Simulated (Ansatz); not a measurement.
Name crystals whose computed values (PBEsol (plane waves, PAW; program Ansatz)) fall in these windows: G_Hill (GPa) 47 to 61; B₀ by P(V) fit (GPa) 160 to 220.



```json
[
 {"crystal": "Nb3Au, Cmmm (Nb on 4l, Nb on 2d, Au on 2a)", "G_Hill (GPa)": "55.6", "B₀ by P(V) fit (GPa)": "189"},
 {"crystal": "SnIr, NiAs type", "G_Hill (GPa)": "60.2", "B₀ by P(V) fit (GPa)": "171"},
 {"crystal": "ZrRh, Pnma (Zr on 4c, Rh on 4c)", "G_Hill (GPa)": "50.7", "B₀ by P(V) fit (GPa)": "166"},
 {"crystal": "Ti3AlN, anti-perovskite", "G_Hill (GPa)": "52.2", "B₀ by P(V) fit (GPa)": "174"},
 {"crystal": "CuPd, CsCl type", "G_Hill (GPa)": "51.8", "B₀ by P(V) fit (GPa)": "184"}
]
```
Others may fit too.

Standing as an ambient phase not checked: Nb3Au, Cmmm (Nb on 4l, Nb on 2d, Au on 2a); SnIr, NiAs type; ZrRh, Pnma (Zr on 4c, Rh on 4c); Ti3AlN, anti-perovskite; CuPd, CsCl type. Perhaps ordered models of mixed-site phases: Nb3Au, Cmmm (Nb on 4l, Nb on 2d, Au on 2a). All cells were relaxed under the symmetry of their starts (and spin orders); stability against distortions was not tested throughout. Rows with no word on spin ran without spin polarisation. Scalar-relativistic: spin–orbit coupling is off unless named, which matters more the heavier the elements.

Potentials: the later of the program's two PAW sets.
